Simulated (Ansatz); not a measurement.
# CoW$_{3}$: one atom moved along a line

All numbers below come from DFT PBEsol, scalar-relativistic, plane waves, PAW (Ansatz). Settings: plane waves to 420 eV, k-mesh 12×12×12 (Γ-centred), Gaussian smearing 0.15 eV. Spin–orbit coupling is left out, which matters for the heavy elements here. No spin polarisation. A magnetic state may lie lower. Energies are free energies at this smearing, counted from the undisturbed cell; pressure is positive in compression.

The starting cell (relaxed at this level; it needn't be the usual structure):

```
CELL_PARAMETERS angstrom
3.85824 0.00000 0.00000
0.00000 3.85824 0.00000
0.00000 0.00000 3.85824
ATOMIC_POSITIONS crystal
Co 0.00000 0.00000 0.00000
W 0.00000 0.50000 0.50000
W 0.50000 0.00000 0.50000
W 0.50000 0.50000 0.00000
```

Atom 1 (Co) is moved by x along the Cartesian unit vector (-1.000, 0.000, 0.000); the cell and all other atoms stay fixed. The cell is metallic on the mesh throughout.

x (Å), ΔE (meV/cell) and a bar:
```
  -0.1000       38.4 ##############################
  -0.0500        9.6 ########
   0.0000        0.0
   0.0125        0.6
   0.0250        2.4 ##
   0.0375        5.4 ####
   0.0625       15.1 ############
   0.0750       21.7 #################
   0.0875       29.4 #######################
```

By symmetry 0.1000 repeats -0.1000, -0.0750 repeats 0.0750, 0.0500 repeats -0.0500, -0.0250 repeats 0.0250 in energy, with the opposite slope along the path.